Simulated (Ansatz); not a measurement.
C:
```
CELL_PARAMETERS angstrom
      3.79578     0.00000     0.00000
      0.00000     3.79578     0.00000
      0.00000     0.00000     4.67224
ATOMIC_POSITIONS crystal
  C  0.92394 0.07606 0.75000
  C  0.42394 0.42394 0.00000
  C  0.07606 0.92394 0.25000
  C  0.57606 0.57606 0.50000
  C  0.62115 0.16707 0.53363
  C  0.33293 0.12115 0.78363
  C  0.37885 0.83293 0.03363
  C  0.66707 0.87885 0.28363
  C  0.12115 0.33293 0.21637
  C  0.83293 0.37885 0.96637
  C  0.87885 0.66707 0.71637
  C  0.16707 0.62115 0.46637
```

Relaxed with r²SCAN.

Task: Map the electron localisation function on the plane through (0.576, 0.576, 0.500) spanned by u = [1, 1, 0] and v = [1, 0, 1] in lattice vectors, from r²SCAN in the plane-wave PAW code Ansatz.

Result: x is the fraction of u, y of v (the angle between them is 64°; rows are the nearest grid lines); atoms in the plane: C at (0.00, 0.00), C at (0.26, 0.54), C at (0.30, 0.78), C at (0.80, 0.46), C at (0.09, 0.22).
```
|0046531000000000000001356400|
|0047752100000000000001246620|
|6689997544322224455554333566|
|5679998545643235676677643345|
|2357886213665334777677864222|
|0001466200267522467411477420|
|0001367742356521256510146520|
|1001368997665421136642135531|
|1113468999875310025787545431|
|1136532589975200135899997421|
|0136630037874100245689998410|
|0025640004664100255546888520|
|2001455457886310146620026752|
|5200135679998521125641016875|
|8520012579999752113564247998|
|9875310025787545431113468999|
|9766541013664113552100136899|
|6323564213564101565200013676|
|5100366423576312576410002565|
|9841257643367776787532224689|
|9986456532246776676533345689|
|9998644322223455554333466679|
|0477521000000000000011466300|
|0046531000000000000001356400|
```
Scale: ten equal steps from 0.008 (start of '0') to 0.941 (end of '9'), in the order '0123456789'; x runs from 0.000 to 1.00, y from 0.000 (bottom) to 1.00 (top).

The density is the valence pseudo-density with augmentation charge, so density and ELF within about 1 Å of a nucleus are not all-electron values.

Space group P4_12_12. The start of the workflow was typed in or built on a structure type; neither database checked (COD, Materials Project) lists it. It is not the phase usual at ambient conditions (space group No. 194, 227). Symmetry was held in the r²SCAN relaxation; whether a distortion lowers the energy is not shown. The volume moved by 26 % from the start of the relaxation.

Potentials: the earlier of the program's two PAW sets.
